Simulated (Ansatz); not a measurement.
Input and command of a plane-wave DFT calculation in Ansatz:

```yaml
crystal:
  lattice:
    - [0.0, 3.8012600927, 3.8012600927]
    - [3.8012600927, 0.0, 3.8012600927]
    - [3.8012600927, 3.8012600927, 0.0]
  atoms:
    - { symbol: Sn, position: [0.0, 0.0, 0.0] }
    - { symbol: Sn, position: [0.25, 0.25, 0.25] }
    - { symbol: Sn, position: [0.75, 0.75, 0.75] }
    - { symbol: Bi, position: [0.5, 0.5, 0.5] }
basis:
  ecutwfc: 500
kpoints:
  mp_grid: { grid: [10, 10, 10] }
hamiltonian:
  xc: r2scan
scf:
  occupations: { method: gaussian, width: 0.1 }
output:
  forces: true
  stress: true
  eigenvalues: true
```

```bash
ansatz run input.yaml --threads 1 --pin off --max-ram 2560MiB --backend cpu --events-out ev --progress --plain --runs-dir out
```

Processor: Intel(R) Xeon(R) Platinum 8488C (Sapphire Rapids), 1 thread, on a host shared with other jobs.

Q: How long does it run, and how much memory does it take?

A: About 16 s on 1 thread of Intel(R) Xeon(R) Platinum 8488C (Sapphire Rapids), with other jobs on the host, peak memory 0.8 GiB. It solves 35 bands at 47 k points (the mesh reduced by the symmetry that the task leaves, which can be less than the crystal's) with about 2741 plane waves, in 7 SCF iterations.
